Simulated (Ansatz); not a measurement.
BeS:
```yaml
crystal:
  lattice:
    - [3.42358, 0.00000, 0.00000]
    - [-1.71179, 2.96490, 0.00000]
    - [0.00000, 0.00000, 7.74641]
  atoms:
    - { symbol: Be, position: [0.00000, 0.50000, 0.33333] }
    - { symbol: Be, position: [0.50000, 0.50000, 0.66667] }
    - { symbol: Be, position: [0.50000, 0.00000, 0.00000] }
    - { symbol: S, position: [0.00000, 0.50000, 0.83333] }
    - { symbol: S, position: [0.50000, 0.50000, 0.16667] }
    - { symbol: S, position: [0.50000, 0.00000, 0.50000] }
```

Relaxed with PBEsol. Independent-particle spectrum: no excitons, no local fields, no scissors shift; 0.1 eV broadening; ε₁ of the summed bands alone.

Problem. Tabulate the dielectric function from the program Ansatz at the PBEsol level (PAW).

Solution. 

| E (eV) | ε₁ xx | ε₂ xx | ε₁ zz | ε₂ zz |
|---|---|---|---|---|
| 0.0 | 7.47 | 0.00 | 8.04 | 0.00 |
| 0.5 | 7.52 | 0.00 | 8.09 | 0.00 |
| 1.0 | 7.64 | 0.00 | 8.24 | 0.00 |
| 1.5 | 7.88 | 0.00 | 8.50 | 0.00 |
| 2.0 | 8.23 | 0.00 | 8.90 | 0.00 |
| 2.5 | 8.77 | 0.00 | 9.51 | 0.00 |
| 3.0 | 9.59 | 0.00 | 10.42 | 0.00 |
| 3.5 | 10.96 | 0.00 | 11.89 | 0.00 |
| 4.0 | 14.05 | 0.36 | 14.79 | 0.01 |
| 4.5 | 15.17 | 5.92 | 19.87 | 3.74 |
| 5.0 | 17.21 | 8.91 | 23.13 | 16.17 |
| 5.5 | 17.44 | 18.05 | 17.89 | 28.63 |
| 6.0 | 2.61 | 22.59 | -2.91 | 22.07 |
| 6.5 | -2.66 | 15.03 | -2.64 | 15.77 |
| 7.0 | -3.08 | 11.56 | -7.57 | 12.34 |
| 7.5 | -3.99 | 9.50 | -6.99 | 8.65 |
| 8.0 | -3.41 | 7.33 | -5.41 | 5.63 |
| 8.5 | -3.52 | 6.38 | -4.53 | 5.03 |
| 9.0 | -3.23 | 5.34 | -4.15 | 3.54 |
| 9.5 | -2.95 | 4.47 | -2.79 | 3.52 |
| 10.0 | -3.10 | 4.03 | -2.48 | 3.42 |
| 10.5 | -3.07 | 3.30 | -2.94 | 2.88 |
| 11.0 | -2.66 | 2.67 | -2.15 | 2.24 |
| 11.5 | -2.41 | 2.44 | -2.03 | 2.30 |
| 12.0 | -2.34 | 1.93 | -2.17 | 1.96 |

Problem. From ε at 4.0 eV (xx: 14.05 + 0.36i), find n, k, the normal reflectivity and the absorption coefficient.

Solution. n = 3.75, k = 0.048, R = 34 %, α = 2kE/ħc = 19000 cm⁻¹.

With all bands, ε∞ without local fields is 7.50 (xx = yy), 8.07 (zz). DFPT, with local fields, gives 6.88 (xx = yy), 7.51 (zz).

Space group P6_422. The start of the workflow was typed in or built on a structure type; neither database checked (COD, Materials Project) lists it. COD files the formula under space group No. 216, so this cell is another polymorph or a model. Its standing as an ambient phase is unchecked. Symmetry was held in the PBEsol relaxation; phonons on a q-mesh show no instability.

Potentials: the later of the program's two PAW sets.
